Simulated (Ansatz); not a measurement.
Ag (dhcp (α-La type), P6_3/mmc) under volume change, plane-wave PAW r²SCAN (Ansatz code), shape and atoms relaxed at each volume.

| V (Å³/atom) | E − E(relaxed) (meV/atom) | P (GPa) |
|---|---|---|
| 15.763 | 55.1 | 12.59 |
| 16.283 | 22.8 | 7.52 |
| 16.802 | 5.3 | 3.39 |
| 17.322 | 0.0 | 0.00 |
| 17.842 | 4.6 | -2.77 |
| 18.361 | 17.5 | -5.04 |
| 18.881 | 36.9 | -6.90 |

**Question.** What does a third-order Birch–Murnaghan fit give for V₀, B₀ and B′?

**Answer.** V₀ = 17.32 Å³/atom, B₀ = 102 GPa, B′ = 5.7.

The workflow started from a Materials Project entry (that database holds measured and hypothetical structures alike); the Crystallography Open Database files this formula in space group No. 194, but the cells were not matched. It is not the phase usual at ambient conditions (space group No. 225). Symmetry was held in the r²SCAN relaxation; whether a distortion lowers the energy is not shown. The run is not spin-polarised.

Potentials: the earlier of the program's two PAW sets.
